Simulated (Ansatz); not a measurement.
BP:
```
BP
1.0
    3.19078     0.00000     0.00000
   -1.59539     2.76329     0.00000
    0.00000     0.00000     5.29543
B P
2 2
Direct
  0.66667   0.33333   0.50043
  0.33333   0.66667   0.00043
  0.66667   0.33333   0.87457
  0.33333   0.66667   0.37457
```

Tensor components refer to the Cartesian frame of this cell.

### Question
Give the high-frequency dielectric tensor and the Born effective charge tensors of the independent atoms from DFPT, r²SCAN (plane waves, PAW; program Ansatz).

### Answer

ε∞:
```
8.50  0.00  0.00
0.00  8.50  0.00
0.00  0.00  9.13
```
Z* of atom 1 (B), rows: field, columns: displacement, in e:
```
-0.49   0.00   0.00
 0.00  -0.49   0.00
 0.00   0.00  -0.47
```
Z* of atom 3 (P), rows: field, columns: displacement, in e:
```
0.49  0.00  0.00
0.00  0.49  0.00
0.00  0.00  0.47
```

Static charges for comparison (Bader): B1 +0.67, P3 -0.67 e. Born charges measure polarisation by displacement and can exceed these by far.

Space group P6_3mc (wurtzite). The first step of the workflow began from a Materials Project structure, measured or hypothetical; the Crystallography Open Database copy checked does not list it. It is not the phase usual at ambient conditions (space group No. 216). The r²SCAN relaxation kept the symmetry of its start; whether a distortion lowers the energy is not shown.

Potentials: the earlier of the program's two PAW sets.
